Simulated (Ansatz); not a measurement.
Data:

CaGaGeH:
```cif
data_HCaGaGe
_chemical_formula_sum 'Ca1 Ga1 Ge1 H1'
_space_group_name_H-M_alt 'P3m1'
_space_group_IT_number 156
_space_group_name_Hall 'P 3 -2"'
_cell_length_a 4.10200
_cell_length_b 4.10200
_cell_length_c 4.65287
_cell_angle_alpha 90.000
_cell_angle_beta 90.000
_cell_angle_gamma 120.000
loop_
_atom_site_label
_atom_site_type_symbol
_atom_site_symmetry_multiplicity
_atom_site_Wyckoff_symbol
_atom_site_fract_x
_atom_site_fract_y
_atom_site_fract_z
_atom_site_occupancy
Ca1 Ca 1 b 0.33333 0.66667 0.99694 1
Ga1 Ga 1 a 0.00000 0.00000 0.56262 1
Ge1 Ge 1 c 0.66667 0.33333 0.42354 1
H1 H 1 a 0.00000 0.00000 0.93569 1
```

This is the PBEsol-relaxed structure.

All from PBEsol (plane waves, PAW; program Ansatz), unless another level is named. Estimate the Born charges (a third of the trace).

Ca +2.43, Ga +1.39, Ge -2.25, H -1.56 e.

Predict the electronic dielectric constant ε∞ (DFPT).

18.3 (xx = yy), 14.2 (zz).

Next, the Bader charges?

Ca +1.35, Ga +0.13, Ge -0.94, H -0.55 e.

The first step of the workflow began from a Materials Project structure, measured or hypothetical; the Crystallography Open Database files this formula in space group No. 156, but the cells were not matched. Its standing as an ambient phase is unchecked. Symmetry was held in the PBEsol relaxation; whether a distortion lowers the energy is not shown. Spin–orbit coupling is left out wherever it is not named.

Potentials: the later of the program's two PAW sets.
